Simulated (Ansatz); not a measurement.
# Relaxing a structure of SnSe

The start is a generated cell, SnSe built in the MnP structure type. The structure is fully relaxed (lattice and positions, P = 0) with PBEsol (plane waves to 420 eV, PAW, scalar-relativistic; Ansatz, a first-principles code). The first steps use a coarse 4×6×4 k-mesh.

The start:
```
SnSe
1.0
    6.11792     0.00000     0.00000
    0.00000     3.71188     0.00000
    0.00000     0.00000     6.89013
Sn Se
4 4
Direct
  0.50560   0.25000   0.69520
  0.00560   0.25000   0.80480
  0.49440   0.75000   0.30480
  0.99440   0.75000   0.19520
  0.68790   0.25000   0.06960
  0.18790   0.25000   0.43040
  0.31210   0.75000   0.93040
  0.81210   0.75000   0.56960
```

Q: How large is the pressure on the unrelaxed cell, and of which sign?

A: +30 GPa (positive: the cell is compressed).

Q: What is the largest force in the starting geometry, and on which atom (counted from 1)?

A: About 0.5 eV/Å, on Sn1, Sn2, Sn3, Sn4 (atoms numbered as listed).

Q: How does the volume change?

A: +31.4 %, from 19.56 to 25.70 Å³/atom.

Q: How do the shortest distances between atoms change?

A: The closest pairs of elements (up to four, under 3.6 Å), start → end: Se–Sn 2.67 → 2.77 Å; Se–Se 3.11 → 3.75 Å; Sn–Sn 3.15 → 3.50 Å.

Q: Is the relaxed structure metallic? Give its gap.

A: No gap on the sampled points, where the bands overlap only slightly; such a result is sensitive to mesh and level.

Q: Write out the relaxed structure.

A: 
Space group Pnma (No. 62); a = 8.181 Å, b = 4.126 Å, c = 6.091 Å, α = β = γ = 90.00°

```
atom  site  symmetry       x       y       z
----  ----  --------  ------  ------  ------
Sn      4c       .m.  0.1035  0.7500  0.1862
Se      4c       .m.  0.3358  0.2500  0.1328
```

The space group stays Pnma (No. 62) (the run could not lower it), with 8 atoms in the primitive cell. Final values are on a 6×11×8 k-mesh of the relaxed cell. No spin polarisation in the result.

The run could not lose the symmetry of its start.

The first start was generated by placing the elements on the sites of a structure type. A measured structure of SnSe has the same space group, Pnma (No. 62); the sites were not compared with it.
